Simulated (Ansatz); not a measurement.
Input:

TiAl3:
```
CELL_PARAMETERS angstrom
      3.95517     0.00000     0.00000
      0.00000     3.95517     0.00000
      0.00000     0.00000     3.95517
ATOMIC_POSITIONS crystal
  Ti 0.00000 0.00000 0.00000
  Al 0.50000 0.50000 0.00000
  Al 0.00000 0.50000 0.50000
  Al 0.50000 0.00000 0.50000
```

This is the r²SCAN-relaxed structure.

All from DFT-r²SCAN in the program Ansatz with PAW potentials, unless another level is named. Give the Poisson's ratio.

0.22.

Give the elastic constants (relaxed ions, GPa).

C11 = 208, C12 = 70.0, C44 = 87.8.

Space group Pm-3m (Cu3Au type). The workflow started from a Materials Project entry (that database holds measured and hypothetical structures alike); the Crystallography Open Database copy checked does not list it. With Ti and Al taken as one species the cell has the higher symmetry Fm-3m, so it may be an ordered model of a mixed-site phase. Its standing as an ambient phase is unchecked. The r²SCAN relaxation kept the symmetry of its start; of distortions, only those at the zone centre were tested. The run is not spin-polarised. As this level gives no gap, shear constants depend on the k-mesh and smearing (Fermi–Dirac, 0.1 eV here).

Potentials: the earlier of the program's two PAW sets.
